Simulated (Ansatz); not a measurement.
Cu Kα1 powder pattern (kinematic, no thermal factors).
2θ (°) (relative intensity): 16.64 (16), 22.73 (13), 28.31 (41), 33.65 (3), 39.92 (100), 40.99 (83), 43.53 (8), 46.43 (2), 49.66 (8), 51.46 (6), 53.17 (4), 56.95 (1), 58.55 (26), 62.86 (1), 65.53 (7), 67.05 (15), 70.74 (4), 72.50 (14), 73.23 (24), 75.00 (2), 82.35 (1), 84.44 (12), 86.12 (8), 88.53 (1)

The pattern is computed from a structure relaxed with Ansatz, DFT PBE, scalar-relativistic, plane waves, PAW. No spin polarisation. Its elements are Al, Na, O.

**Question.** Give the structure.

**Answer.** Na2Al2O.
Space group P-6m2 (No. 187). a = 4.513 Å, b = 4.513 Å, c = 5.323 Å, α = 90.00°, β = 90.00°, γ = 120.00°
```
atom  site  symmetry       x       y       z
  Na    2h       3m. 0.3333  0.6667  0.2877
  Al    1e      -6m2  0.6667  0.3333  0.0000
  Al    1a      -6m2  0.0000  0.0000  0.0000
   O    1b      -6m2  0.0000  0.0000  0.5000
```

A pattern alone doesn't exclude other cells with like lines; this is the one computed.

Another cell of Na2Al2O relaxed alike, in P-3m1, lies 0.34 eV/atom lower, so this cell isn't the stable form at this level.

The cell was found from a structure generator's guess, not taken from experiment.
